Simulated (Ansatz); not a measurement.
Relaxed-ion elastic tensor of ZrC (rock salt, Fm-3m) in GPa (Voigt order), PBE (plane waves, PAW; program Ansatz); density 6.57 g/cm³, 13.05 Å³ per atom.

```
460  104  104  0.0  0.0  0.0
104  460  104  0.0  0.0  0.0
104  104  460  0.0  0.0  0.0
0.0  0.0  0.0  153  0.0  0.0
0.0  0.0  0.0  0.0  153  0.0
0.0  0.0  0.0  0.0  0.0  153
```

Problem. Is the crystal mechanically stable?

Solution. Yes: the smallest eigenvalue of C is 153 GPa.

Problem. Work out the Voigt, Reuss and Hill averages.

Solution. K_V = 223, K_R = 223, K_H = 223; G_V = 163, G_R = 162, G_H = 163 GPa.

Problem. Give Young's modulus, Poisson's ratio, Pugh's ratio and the universal anisotropy index.

Solution. E = 9KG/(3K + G) = 392 GPa; ν = 0.21; K/G = 1.37 (brittle by the Pugh limit of 1.75); A_U = 5G_V/G_R + K_V/K_R − 6 = 0.03.

Problem. Estimate the sound speeds and the Debye temperature.

Solution. v_l = √((K + 4G/3)/ρ) = 8180 m/s, v_t = √(G/ρ) = 4970 m/s, mean 5500 m/s; Θ = (h/k)(3n/4πV)^(1/3) v_m = 695 K.

Problem. Give the Zener ratio and Young's modulus along [100], [110] and [111].

Solution. A = 2C44/(C11 − C12) = 0.86; 1/E = S11 − 2(S11 − S12 − S44/2)Γ with Γ = 0, 1/4, 1/3 gives 422, 384, 374 GPa.

The cell was relaxed with PBE under the symmetry of its start; of distortions, only those at the zone centre were tested. The run is not spin-polarised. As this level gives no gap, shear constants depend on the k-mesh and smearing (Fermi–Dirac, 0.1 eV here).

Potentials: the later of the program's two PAW sets.
